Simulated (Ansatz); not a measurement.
Relaxed PbSe (rock salt):

```
PbSe
1.0
    0.00000     3.10888     3.10888
    3.10888     0.00000     3.10888
    3.10888     3.10888     0.00000
Se Pb
1 1
Cartesian
  0.00000   0.00000   0.00000
  3.10888   3.10888   3.10888
```

In this cell atom 2 (Pb, nearest neighbour Se at 3.109 Å; its periodic images, 4.4 Å or more away, move with it) is moved by s along Cartesian [111], unit vector (0.577, 0.577, 0.577); all other atoms and the cell stay fixed.

Method: PBE (plane waves to 420 eV, PAW, scalar-relativistic; Ansatz, a first-principles code). k mesh 8×8×8 (Γ-centred), Fermi-Dirac smearing 0.05 eV. Energies are smeared free energies. PbSe was relaxed with its symmetry unable to fall. Spin-orbit coupling is left out, though Pb is heavy. The zero of ΔE is the undisplaced structure.

Successive frames, forces in eV/Å:

| frame | ΔE (meV/cell) | F on Se1 | F on Pb2 |
|---|---|---|---|
| s = 0.744 Å | 408 | (0.894, 0.894, 0.894) | (-0.894, -0.894, -0.894) |
| s = 0.558 Å | 174 | (0.554, 0.554, 0.554) | (-0.554, -0.554, -0.554) |
| s = 0.372 Å | 48 | (0.241, 0.241, 0.241) | (-0.241, -0.241, -0.241) |

Task: What are the energy and the forces in the next frame, s = 0.186 Å?

Result: ΔE (meV/cell) = 6.

```
atom      Fx      Fy      Fz
----  ------  ------  ------
Se1    0.051   0.051   0.051
Pb2   -0.051  -0.051  -0.051
```

(A displaced cell: forces are minus the slopes of the energy, force constants its curvatures, and phonons follow from these.)
